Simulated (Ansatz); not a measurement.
WS₂:
```
WS2
1.0
    3.12713     0.00000     0.00000
   -1.56356     2.70817     0.00000
    0.00000     0.00000    12.15764
W S
2 4
Direct
  0.33333   0.66667   0.25000
  0.66667   0.33333   0.75000
  0.33333   0.66667   0.62152
  0.66667   0.33333   0.37848
  0.66667   0.33333   0.12152
  0.33333   0.66667   0.87848
```

Relaxed with LDA. Special points in fractions of this cell's reciprocal vectors: Γ (0.000, 0.000, 0.000); M (0.500, 0.000, 0.000); K (0.333, 0.333, 0.000); A (0.000, 0.000, 0.500); L (0.500, 0.000, 0.500); H (0.333, 0.333, 0.500).

Task: List the band energies nearest the valence-band maximum at these points for LDA in the plane-wave PAW code Ansatz.

Result: In eV from the valence-band maximum; about four levels below and three above (degenerate sets whole), none deeper than 8.9 eV; points with the same levels are listed once.

| k | below | above |
|---|---|---|
| Γ | -2.25 -2.25 -1.45 -1.40 0.00 | 2.31 2.31 2.32 2.32 |
| M | -1.98 -1.79 -1.74 -1.59 | 2.32 2.37 2.54 |
| K | -2.95 -2.95 -0.86 -0.61 | 1.27 1.27 1.83 |
| A | -2.28 -2.28 -2.28 -2.28 -0.33 -0.33 | 2.30 2.30 2.30 2.30 |
| L | -1.86 -1.86 -1.68 -1.68 | 2.34 2.34 2.77 2.77 |
| H | -3.17 -3.17 -0.75 -0.75 | 1.27 1.27 2.44 2.44 |

Space group P6_3/mmc. The cell was relaxed with LDA under the symmetry of its start; phonons on a q-mesh show no instability. The run is not spin-polarised. A crystal of weakly bound layers computed without a dispersion correction: the cell and the soft elastic constants depend strongly on that. Spin–orbit coupling is left out wherever it is not named.

Potentials: the earlier of the program's two PAW sets.
